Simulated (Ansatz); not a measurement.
**What internal relaxation does to the elastic constants of Si7Ge**

Method: DFT LDA, scalar-relativistic, plane waves, PAW in Ansatz 0.2.0. Cutoff 420 eV, 8×8×8 k-points (Γ-centred), fixed occupations. No spin polarisation.

Equilibrium structure at this level:
```xyz
8
Lattice="5.4249 0.0000 0.0000 0.0000 5.4249 0.0000 0.0000 0.0000 5.4249" Properties=species:S:1:pos:R:3 pbc="T T T"
Si    1.3693    1.3693    1.3693
Si    0.0000    2.7125    2.7125
Si    2.7125    2.7125    0.0000
Si    2.7125    0.0000    2.7125
Si    4.0556    1.3693    4.0556
Si    4.0556    4.0556    1.3693
Si    1.3693    4.0556    4.0556
Ge    0.0000    0.0000    0.0000
```

Clamped-ion constants (GPa, Voigt order; atoms follow the strain homogeneously):
C11 = 156.6, C12 = 62.2, C13 = 62.2, C22 = 156.6, C23 = 62.2, C33 = 156.6, C44 = 103.5, C55 = 103.5, C66 = 103.5 GPa; the others vanish.

Problem. What are the constants once the atoms relax in each strained cell?

Solution.
C11 = 156.6, C12 = 62.2, C13 = 62.2, C22 = 156.6, C23 = 62.2, C33 = 156.6, C44 = 74.6, C55 = 74.6, C66 = 74.6 GPa; the others vanish.
The Voigt shear modulus goes from 81.0 to 63.6 GPa and the Voigt bulk modulus doesn't change. Relaxation subtracts ΛᵀK⁻¹Λ/V, with Λ the forces that a strain puts on the atoms and K the zone-centre force constants. At a stable cell this can only lower the diagonal constants, and it acts only for strains that share their symmetry with an optical mode; elsewhere, and where the coupling is weak, the constants hardly move.

Cost: 2 runs of about 33 core-minutes in all, on Oxide Virtual Turin-like Processor (Zen 5), Intel Xeon Processor @ 2.50GHz (Skylake/Cascade Lake) (shared hosts).